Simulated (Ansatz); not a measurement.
An Ansatz (an electronic-structure program) input:

Ansatz 0.2 input:
```yaml
crystal:
  lattice:
    - [2.5694162476, 1.4834531622, 4.5886658573]
    - [-2.5694162476, 1.4834531622, 4.5886658573]
    - [0.0, -2.9669063244, 4.5886658573]
  atoms:
    - { symbol: Li, position: [0.2821294771, 0.2821294771, 0.2821294771] }
    - { symbol: Li, position: [0.7821294771, 0.7821294771, 0.7821294771] }
    - { symbol: Ta, position: [0.9990484723, 0.9990484723, 0.9990484723] }
    - { symbol: Ta, position: [0.4990484723, 0.4990484723, 0.4990484723] }
    - { symbol: O, position: [0.6172636962, 0.225185515, 0.8645598394] }
    - { symbol: O, position: [0.225185515, 0.8645598394, 0.6172636962] }
    - { symbol: O, position: [0.8645598394, 0.6172636962, 0.225185515] }
    - { symbol: O, position: [0.1172636962, 0.3645598394, 0.725185515] }
    - { symbol: O, position: [0.725185515, 0.1172636962, 0.3645598394] }
    - { symbol: O, position: [0.3645598394, 0.725185515, 0.1172636962] }
kpoints:
  mp_grid: { grid: [6, 6, 6] }
basis: { xc_grid: 2 }
hamiltonian:
  xc: pbesol
  pseudopotentials: { azcp: { folder: ./paw }, kind: paw }
scf:
  occupations: { method: fixed }
output:
  optics: { e_range: [0.0, 15.0], de: 0.05, sigma: 0.1, bands: { spectra_wanted_up_to: 12 eV } }
```

**Question.** How many symmetry operations and irreducible k-points will the run report?

**Answer.** 6 operations, 32 of 216 k-points.

**Question.** With a cutoff of 420 eV, how many plane waves at Γ?

**Answer.** 2079.

It took about 100 core-seconds (a rough figure) on shared server cores.

Space group R3c. The PBEsol relaxation kept the symmetry of its start. The run is not spin-polarised. Spin–orbit coupling is left out wherever it is not named.

Potentials: the earlier of the program's two PAW sets. The files were generated under PBE; for other functionals the program regenerates the frozen cores, and for LDA and PBEsol the local potential too.

Ansatz is a plane-wave DFT program.
